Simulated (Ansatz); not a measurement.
LuTlSe2: one input, then a changed one

The cell is the one relaxed in the Materials Project (mp-1001611), not relaxed further here; entries there can be hypothetical.

First run: DFT, LDA, PAW with Ansatz's default frozen-core files, scalar-relativistic (Ansatz 0.2.0).

Command: `ansatz run input.yaml --threads 1 --pin off --max-ram 4096MiB --backend cpu --events-out ev --progress --plain --runs-dir out` The run took about 67 s on 1 thread of a shared machine.

```yaml
crystal:
  lattice:
    - [2.0395459722, 1.1775324161, 7.73832203]
    - [-2.0395459722, 1.1775324161, 7.73832203]
    - [0.0, -2.3550648321, 7.73832203]
  atoms:
    - { symbol: Lu, position: [0.0, 0.0, 0.0] }
    - { symbol: Tl, position: [0.5, 0.5, 0.5] }
    - { symbol: Se, position: [0.73313184, 0.73313184, 0.73313184] }
    - { symbol: Se, position: [0.26686816, 0.26686816, 0.26686816] }
kpoints:
  mp_grid: { grid: [8, 8, 8] }
  band_path:
    path:
      - [0.0, 0.0, 0.0]
      - [0.5, 0.5, 0.5]
      - [0.8178964051, 0.1821035949, 0.5]
      - [0.5, -0.1821035949, 0.1821035949]
      - [0.5, 0.0, 0.0]
      - [0.0, 0.0, 0.0]
      - [0.3410517975, -0.3410517975, 0.0]
      - [0.6589482025, 0.0, 0.3410517975]
      - [0.5, 0.0, 0.5]
    npoints: 8
scf:
  occupations: { method: fermi_dirac, width: 0.01 }
hamiltonian:
  xc: lda
  pseudopotentials: { kind: paw }
output:
  forces: true
  stress: true
  eigenvalues: true
  efg: { contact_densities: true }
  populations: true
  bader: true
  dos: { projected: true, de: 0.2, e_range: [-14, 8] }
  write_density: true
  write_potential: true
  elf: true
  volumetric_format: npy
```

Result: converged; pressure -3.50 GPa; largest force 0.021 eV/Å; gap on the k mesh 0.86 eV; 8 SCF iterations.

Spin–orbit coupling is left out, though it moves levels of the heavy atoms by tenths of an eV or more.

A second input differs as follows:

```diff
@@ -25,4 +25,5 @@
 scf:
   occupations: { method: fermi_dirac, width: 0.01 }
+  max_iter: 3
 hamiltonian:
   xc: lda
@@ -34,9 +35,3 @@
   efg: { contact_densities: true }
   populations: true
-  bader: true
-  dos: { projected: true, de: 0.2, e_range: [-14, 8] }
-  write_density: true
-  write_potential: true
-  elf: true
-  volumetric_format: npy
```

**Question.** What is wrong with it, and what does the program do?

**Answer.** The fault is too few SCF iterations. The run did not converge (3 SCF iterations). The log ends:
```
PAW frozen core: Se, regenerated for the run's functional, and the local potential with it (the file was generated under x = pbe(κ = 0.804, μ = 0.2195149727645171), c = pbe(β = 0.06672455060314922))
PAW one-centre angular grid: Lu, 590 points (default); XC on 64 Gauss nodes
PAW one-centre angular grid: Tl, 590 points (default); XC on 64 Gauss nodes
PAW one-centre angular grid: Se, 590 points (default); XC on 64 Gauss nodes
Initial density: superposition of atomic densities (neutral atoms: chi_scale 0, normalization atom), corrected by the library's trained network
Initial wavefunctions: pseudopotential atomic-orbital guess
Functional: x = slater, c = lda
SCF iter   1: F=—  HF=-36411.215776 eV  |F-HF|=—  |Δ(HF+E_count)|=         —  Δρ=4.42e-3  dr2=1.82e-2  ethr=1.77e-3  ⟨swp⟩=7.0  Hψ=33865  notcnv=0
preconditioner: auto → Resta (q_TF=auto, 2.525 Å⁻¹)  ε∞=6.3  [insulator: Δε(μ)=0.823 eV  Ē_g=9.887 eV  σ=0.010 eV  W_gap=1.00  n_scr=30 (ndim 8)  ℏωp=22.8 eV  f_vac=0.047  D(μ)=0.00/eV (n_scr^D=0)  ε∞_Penn≈6.3]
SCF iter   2: F=—  HF=-36411.211010 eV  |F-HF|=—  |Δ(HF+E_count)|=   4.77e-3  Δρ=2.47e-3  dr2=4.95e-3  ethr=2.61e-5  ⟨swp⟩=6.8  Hψ=21827  notcnv=0
SCF iter   3: F=—  HF=-36411.210415 eV  |F-HF|=—  |Δ(HF+E_count)|=   5.95e-4  Δρ=1.03e-3  dr2=1.17e-3  ethr=7.07e-6  ⟨swp⟩=5.9  Hψ=20115  notcnv=0
Error: did not converge after 3 iterations: onsite_residual = 2.64e-3 (threshold 1.00e-7), under the density mixer `msr1`, which `scf.mixing.algorithm: auto` chose by the deck's other keys (type `scf.mixing.algorithm: msr1` to keep it); raise `scf.max_iter`, which need not help a stalled SCF, or adjust the mixing (`scf.mixing`) or, under a smearing, its width (`scf.occupations.width`, in either direction: another width is another result); this SCF holds its density and magnetisation to the symmetry operations that it keeps, and cannot end on a state that breaks one of them: if the state sought breaks one, re-run with `crystal.symmetry.detect: false`, without `crystal.symmetry.time_reversal: true`, on a non-collinear deck whose state breaks time reversal, with `crystal.symmetry.time_reversal: false` beside it (there exact exchange or a DFT+U term alone can polarise the run; a magnetic state wants starting moments), where the deck allows it (that run may end on another state, and need not converge either) — the other mixer that `auto` picks from is left to try (`scf.mixing.algorithm: broyden`); it can need more iterations, either can converge an SCF that the other leaves open, and the two can end on different states; the input reference at `scf.mixing.algorithm` says more, and from which start to try it
```
